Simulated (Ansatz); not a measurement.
NiGe:
```
NiGe
1.0
    5.37763     0.00000     0.00000
    0.00000     3.49743     0.00000
    0.00000     0.00000     5.84024
Ni Ge
4 4
Direct
  0.50579   0.25000   0.69090
  0.49421   0.75000   0.30910
  0.99421   0.75000   0.19090
  0.00579   0.25000   0.80910
  0.69023   0.25000   0.08836
  0.30977   0.75000   0.91164
  0.80977   0.75000   0.58836
  0.19023   0.25000   0.41164
```

Relaxed with PBE. Special points in fractions of this cell's reciprocal vectors: Γ (0.000, 0.000, 0.000); X (0.500, 0.000, 0.000); S (0.500, 0.500, 0.000); Y (0.000, 0.500, 0.000); Z (0.000, 0.000, 0.500); U (0.500, 0.000, 0.500); R (0.500, 0.500, 0.500); T (0.000, 0.500, 0.500).

### Question
List the band energies nearest the Fermi level at these points for DFT-PBE with spin–orbit coupling in the program Ansatz with PAW potentials.

### Answer
In eV from the Fermi level; about four levels below and three above (degenerate sets whole), none deeper than 8.9 eV; points with the same levels are listed once.

```
k                                            below                                    above
-  -----------------------------------------------  ---------------------------------------
Γ                          -0.88 -0.88 -0.75 -0.75                      0.65 0.65 0.85 0.85
X                          -1.48 -1.48 -1.48 -1.48                      0.79 0.79 0.79 0.79
S                          -1.28 -1.28 -1.28 -1.28  0.30 0.30 0.30 0.30 0.31 0.31 0.31 0.31
Y                          -0.46 -0.46 -0.46 -0.46                      1.98 1.98 1.98 1.98
Z                          -0.15 -0.15 -0.15 -0.15                      1.08 1.08 1.08 1.08
U                          -0.86 -0.86 -0.86 -0.86                      0.76 0.76 0.76 0.76
R  -1.47 -1.47 -1.47 -1.47 -1.47 -1.47 -1.47 -1.47                      2.42 2.42 2.42 2.42
T                          -1.41 -1.41 -1.41 -1.41                      0.44 0.44 0.44 0.44
```

Space group Pnma. The PBE relaxation kept the symmetry of its start. The run is not spin-polarised.

Potentials: the earlier of the program's two PAW sets.
